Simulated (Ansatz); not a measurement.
Sn (diamond), conventional cell a = b = c = 6.656 Å, α = β = γ = 90.00°. The calculation uses the primitive cell of 2 atoms, to which meshes and values per cell refer.

E(V) scan at fixed shape, V₀ the volume above. Symmetry pins the atoms to their sites.

Calculation: PBE (plane waves to 420 eV, PAW, scalar-relativistic; Ansatz, a quantum-chemistry and plane-wave program). k mesh 12×12×12 (Γ-centred), Fermi-Dirac smearing 0.05 eV. The energy includes the smearing's −TS. Sn was relaxed with its symmetry unable to fall. The PAW data are Ansatz's earlier set. The relaxed volume of Sn is well above the measured one; the method has no dispersion term. The zero of ΔE is the relaxed starting cell. The last digit holds for this mesh only.

| V (Å³/atom) | ΔE (meV/atom) |
|---|---|
| 30.960 | 147.7 |
| 32.434 | 75.9 |
| 33.908 | 30.9 |
| 35.383 | 7.1 |
| 36.857 | 0.0 |
| 38.331 | 6.0 |
| 39.805 | 22.5 |
| 41.280 | 47.3 |
| 42.754 | 78.6 |

Problem. What is the fitted pressure derivative B₀′?

Solution. 4.8.

Problem. What bulk modulus B₀ follows from a third-order Birch-Murnaghan fit?

Solution. 35.7 GPa. Check by three points about V = 36.857 Å³/atom, step 2.949: d²E/dV² ≈ (31 − 2·0 + 23) meV / 2.949² = 0.00621 eV/Å⁶, and V·d²E/dV² × 160.2 = 36.7 GPa.

(Under strain, the slope of the energy per volume gives the stress and its curvature an elastic modulus.)
